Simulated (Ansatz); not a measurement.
# KSr₂H₆: relaxation (Ansatz)

input.yaml:

```yaml
crystal:
  lattice:
    - [0.0, 4.002271, 4.002271]
    - [4.002271, 0.0, 4.002271]
    - [4.002271, 4.002271, 0.0]
  atoms:
    - { symbol: K, position: [0.0, 0.0, 0.0] }
    - { symbol: Sr, position: [0.25, 0.25, 0.25] }
    - { symbol: Sr, position: [0.75, 0.75, 0.75] }
    - { symbol: H, position: [0.777, 0.223, 0.223] }
    - { symbol: H, position: [0.223, 0.777, 0.223] }
    - { symbol: H, position: [0.223, 0.777, 0.777] }
    - { symbol: H, position: [0.777, 0.223, 0.777] }
    - { symbol: H, position: [0.223, 0.223, 0.777] }
    - { symbol: H, position: [0.777, 0.777, 0.223] }
  symmetry: { tolerance: 0.0003 }
kpoints:
  mp_grid: { grid: [7, 7, 7], shift: [0, 0, 0] }
magnetization:
  spin_polarized: false
scf:
  occupations: { method: fermi_dirac, width: 0.0627 }
  lower_state_search: "off"
hamiltonian:
  pseudopotentials: { kind: paw }
  xc: r2scan
basis:
  ecutwfc: 500
  fft_grid_basis: typed
relax:
  max_steps: 40
  cell: { p_target: 0.0 }
  f_tol: 0.03
output:
  forces: true
  stress: true
  eigenvalues: true
  bader: true
  populations: true
  elf: true
  write_potential: true
  volumetric_format: npy
  dos:
    e_range: [-12, 8]
    de: 0.05
    projected: { site_lists: { H: [H], K: [K], Sr: [Sr] } }
checkpoint:
  read: saved_state
```

The command:

```bash
ansatz run input.yaml --threads 2 --pin off --max-ram 3584MiB --backend cpu --events-out ev --progress --plain --runs-dir out
```

Origin of the cell: a known structure type with other elements, at an estimated volume, so it need not be a known compound.

The saved state is a converged single point of the same cell.

Steps («new basis» is an SCF on plane waves selected anew at the same cell):

```tsv
step	ΔF (meV/atom)	max force component (eV/Å)	P (GPa)	volume (Å³)	SCF iterations	step was
1	0.0	3.180	11.69	128.22	6	accepted
2	-336.3	1.529	4.54	134.67	7	accepted
3	-465.1	0.536	2.00	131.79	7	accepted
4	-486.5	0.106	0.49	132.78	6	accepted
5	-487.5	0.006	0.05	133.53	5	accepted
6	-487.6	0.005	0.05	133.53	5	new basis
7	-487.6	0.000	0.02	133.62	5	accepted
8	-487.6	0.000	0.02	133.62	4	new basis
```

Step 1, with forces in eV/Å:

```xyz
9
Lattice="0.000 4.002 4.002 4.002 0.000 4.002 4.002 4.002 0.000" Properties=species:S:1:pos:R:3:forces:R:3 pbc="T T T" step=1
K     0.000    0.000    0.000    0.000    0.000    0.000
Sr    2.001    2.001    2.001    0.000    0.000    0.000
Sr    6.003    6.003    6.003    0.000    0.000    0.000
H     1.785    4.002    4.002    3.180    0.000    0.000
H     4.002    1.785    4.002    0.000    3.180    0.000
H     6.220    4.002    4.002   -3.180    0.000    0.000
H     4.002    6.220    4.002    0.000   -3.180    0.000
H     4.002    4.002    1.785    0.000    0.000    3.180
H     4.002    4.002    6.220    0.000    0.000   -3.180
```

Step 2, with forces in eV/Å:

```xyz
9
Lattice="0.000 4.068 4.068 4.068 0.000 4.068 4.068 4.068 0.000" Properties=species:S:1:pos:R:3:forces:R:3 pbc="T T T" step=2
K     0.000    0.000    0.000    0.000    0.000    0.000
Sr    2.034    2.034    2.034    0.000    0.000    0.000
Sr    6.102    6.102    6.102    0.000    0.000    0.000
H     2.013    4.068    4.068    1.529    0.000    0.000
H     4.068    2.013    4.068    0.000    1.529    0.000
H     6.124    4.068    4.068   -1.529    0.000    0.000
H     4.068    6.124    4.068    0.000   -1.529    0.000
H     4.068    4.068    2.013    0.000    0.000    1.529
H     4.068    4.068    6.124    0.000    0.000   -1.529
```

Step 3, with forces in eV/Å:

```xyz
9
Lattice="0.000 4.039 4.039 4.039 0.000 4.039 4.039 4.039 0.000" Properties=species:S:1:pos:R:3:forces:R:3 pbc="T T T" step=3
K     0.000    0.000    0.000    0.000    0.000    0.000
Sr    2.020    2.020    2.020    0.000    0.000    0.000
Sr    6.059    6.059    6.059    0.000    0.000    0.000
H     2.198    4.039    4.039    0.536    0.000    0.000
H     4.039    2.198    4.039    0.000    0.536    0.000
H     5.880    4.039    4.039   -0.536    0.000    0.000
H     4.039    5.880    4.039    0.000   -0.536    0.000
H     4.039    4.039    2.198    0.000    0.000    0.536
H     4.039    4.039    5.880    0.000    0.000   -0.536
```

Step 4, with forces in eV/Å:

```xyz
9
Lattice="0.000 4.049 4.049 4.049 0.000 4.049 4.049 4.049 0.000" Properties=species:S:1:pos:R:3:forces:R:3 pbc="T T T" step=4
K     0.000    0.000    0.000    0.000    0.000    0.000
Sr    2.025    2.025    2.025    0.000    0.000    0.000
Sr    6.074    6.074    6.074    0.000    0.000    0.000
H     2.302    4.049    4.049    0.106    0.000    0.000
H     4.049    2.302    4.049    0.000    0.106    0.000
H     5.797    4.049    4.049   -0.106    0.000    0.000
H     4.049    5.797    4.049    0.000   -0.106    0.000
H     4.049    4.049    2.302    0.000    0.000    0.106
H     4.049    4.049    5.797    0.000    0.000   -0.106
```

Step 8, with forces in eV/Å:

```xyz
9
Lattice="0.000 4.058 4.058 4.058 0.000 4.058 4.058 4.058 0.000" Properties=species:S:1:pos:R:3:forces:R:3 pbc="T T T" step=8
K     0.000    0.000    0.000    0.000    0.000    0.000
Sr    2.029    2.029    2.029    0.000    0.000    0.000
Sr    6.087    6.087    6.087    0.000    0.000    0.000
H     2.331    4.058    4.058    0.000    0.000    0.000
H     4.058    2.331    4.058    0.000    0.000    0.000
H     5.784    4.058    4.058    0.000    0.000    0.000
H     4.058    5.784    4.058    0.000    0.000    0.000
H     4.058    4.058    2.331    0.000    0.000    0.000
H     4.058    4.058    5.784    0.000    0.000    0.000
```

```yaml
Free_energy_lowered_by: 487.6 meV/atom
Volume_change: 4.21 %
Final_pressure: 0.02 GPa
Relaxation_steps_listed: 8
Formation_energy_elements_under_the_same_functional_gases_as_molecules_uncorrected: 0.148 eV/atom
```

Caveats: no moments, though an odd count or open d shells may carry them; the relaxation held the start's symmetry, so the end may be a saddle point.

The run took 32 s on 2 threads of Intel(R) Xeon(R) 6975P-C (Granite Rapids) (shared host), peak memory 0.87 GiB, from a saved density.
